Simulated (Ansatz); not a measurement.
**BaC2 (I4/mmm), two-dimensional strain map**

Level of theory: DFT r2SCAN, scalar-relativistic, plane waves, PAW (Ansatz). Settings: plane waves to 500 eV, k-mesh 10×10×10 (Γ-centred), Gaussian smearing 0.05 eV. No spin polarisation. Energies are free energies at this smearing, counted from the undisturbed cell; pressure is positive in compression.

The starting cell (as given, not relaxed at this level; it stands at -1.3 GPa, and it needn't be the usual structure):

```xyz
3
Lattice="-2.2035 2.2035 3.6345 2.2035 -2.2035 3.6345 2.2035 2.2035 -3.6345" Properties=species:S:1:pos:R:3 pbc="T T T"
Ba    0.0000    0.0000    0.0000
C     0.0000    0.0000    4.2670
C     0.0000    0.0000    3.0020
```

The cell is strained by p along both x and y and by q along z, fractional coordinates fixed. Points are written (p, q).

Energy above the undisturbed cell in meV/atom (a dash: not computed):

```csv
p \ q,-0.050,0.000,0.050
-0.050,97.7,32.5,103.3
0.000,59.2,0.0,?
0.050,?,39.2,122.7
```

Question: Fill in the withheld energies.

Answer: (0.000, 0.050): 76.7; (0.050, -0.050): 91.5.